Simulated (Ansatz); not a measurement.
Relaxed GaAs (zinc blende):

```
CELL_PARAMETERS angstrom
      0.00000     5.66556     5.66556
      2.83278     0.00000     2.83278
      2.83278     2.83278     0.00000
ATOMIC_POSITIONS crystal
  As 0.37500 0.75000 0.75000
  As 0.87500 0.75000 0.75000
  Ga 0.00000 0.00000 0.00000
  Ga 0.50000 0.00000 0.00000
```

The atoms are displaced by Q × the pattern below (from a DFPT mode at L = (0.5, 0.0, 0.0), largest move 1; Q in Å), at fixed cell. (q is in reciprocal vectors of the primitive cell; the cell shown is doubled to hold the pattern.)

```csv
atom,x,y,z
As1,-0.553,0.553,0.553
As2,0.553,-0.553,-0.553
Ga3,0.577,-0.577,-0.577
Ga4,-0.577,0.577,0.577
```

The numbers are results of r2SCAN (plane waves to 500 eV, PAW, scalar-relativistic; Ansatz, a quantum-chemistry and plane-wave program), not measurements. k mesh 5×10×10 (Γ-centred), Fermi-Dirac smearing 0.05 eV. Energies are smeared free energies. GaAs was relaxed with its symmetry unable to fall. The PAW data are Ansatz's earlier set. ΔE is measured from the undisplaced structure.

Successive frames, forces in eV/Å:

```json
[
 {"frame": "Q = -0.187 Å", "ΔE (meV/cell)": "1120", "F on As1": "(-3.148, 3.148, 3.148)", "F on As2": "(0.921, -0.921, -0.921)", "F on Ga3": "(3.092, -3.092, -3.092)", "F on Ga4": "(-0.865, 0.865, 0.865)"},
 {"frame": "Q = -0.140 Å", "ΔE (meV/cell)": "594", "F on As1": "(-1.956, 1.956, 1.956)", "F on As2": "(0.776, -0.776, -0.776)", "F on Ga3": "(1.918, -1.918, -1.918)", "F on Ga4": "(-0.738, 0.738, 0.738)"},
 {"frame": "Q = -0.093 Å", "ΔE (meV/cell)": "253", "F on As1": "(-1.090, 1.090, 1.090)", "F on As2": "(0.588, -0.588, -0.588)", "F on Ga3": "(1.067, -1.067, -1.067)", "F on Ga4": "(-0.564, 0.564, 0.564)"}
]
```

Question: What are the energy and the forces in the next frame, Q = -0.047 Å?

Answer: ΔE (meV/cell) = 62.

```tsv
atom	Fx	Fy	Fz
As1	-0.460	0.460	0.460
As2	0.338	-0.338	-0.338
Ga3	0.449	-0.449	-0.449
Ga4	-0.326	0.326	0.326
```

(For displaced atoms, the force is minus the slope of the energy, and its curvature is a force constant, which sets phonon frequencies.)
